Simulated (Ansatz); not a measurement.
Below is a relaxed structure of Al3GaAs4. The cell was found from a structure generator's guess, not taken from experiment.

Method: DFT PBE, scalar-relativistic, plane waves, PAW (Ansatz). Cutoff 420 eV, Γ-centred mesh, Gaussian smearing, no spin polarisation.

```
CELL_PARAMETERS angstrom
4.05525 0.00000 0.00000
0.00000 8.10950 0.00000
0.00000 0.00000 5.72949
ATOMIC_POSITIONS crystal
Al 0.00000 0.00000 0.00035
Al 0.50000 0.24973 0.50001
Al 0.50000 0.75027 0.50001
Ga 0.00000 0.50000 0.99984
As 0.00000 0.75080 0.74913
As 0.50000 0.00000 0.24988
As 0.00000 0.24920 0.74913
As 0.50000 0.50000 0.25164
```

Formation energies are uncorrected and refer to the elements' standard structures at the same level.

Problem. Find its symmetry and describe it.

Solution. Pmm2 (No. 25), with Al and Ga ordered on zinc blende sites. Conventional cell: a = 4.055 Å, b = 8.110 Å, c = 5.729 Å. Al on a site of symmetry mm2 is surrounded by 4 As at 2.48 Å; around Al on a site of symmetry m lie 4 As at 2.48 Å; Ga is surrounded by 4 As at 2.49 Å; As on a site of symmetry m has 3 Al at 2.48 Å and 1 Ga at 2.49 Å; 2 more sites not described.

Problem. How far does it lie from the elements in energy?

Solution. −0.451 eV/atom. A negative formation energy is needed for stability but isn't enough: competing phases decide.

Problem. Is it a metal?

Solution. No, the gap on the 8×4×6 mesh is 1.30 eV.

The last run used an 8×4×6 mesh (in the run's order of axes) for its 8-atom cell and Gaussian smearing of 0.02 eV. Kohn–Sham gaps at this level usually fall short of measured ones. The reference form of As is held partly by dispersion forces, which this level lacks. A later test with randomly moved atoms came back to the same energy, though modes that don't fit the test's cell weren't probed.
